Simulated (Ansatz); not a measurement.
Consider the following.

Si2Ni (fluorite or antifluorite type, Fm-3m), a = b = c = 5.388 Å, α = β = γ = 90.00°; the cell used has 3 atoms.

This is the PBEsol-relaxed structure.

Task: All from plane-wave PAW PBEsol (Ansatz code), unless another level is named. Estimate the electronic character.

Result: metallic (no gap).

Task: And the density of states at the Fermi level?

Result: 0.29 states/eV per atom (mean over ±0.08 eV).

Task: Next, the formation energy from the elements (no fitted shifts)?

Result: -44 kJ/mol of atoms.

Symmetry was held in the PBEsol relaxation. No spin polarisation was allowed. The references are the lowest solids computed at this level, not always the standard phases.

Potentials: the earlier of the program's two PAW sets. The files were generated under PBE; for other functionals the program regenerates the frozen cores, and for LDA and PBEsol the local potential too.
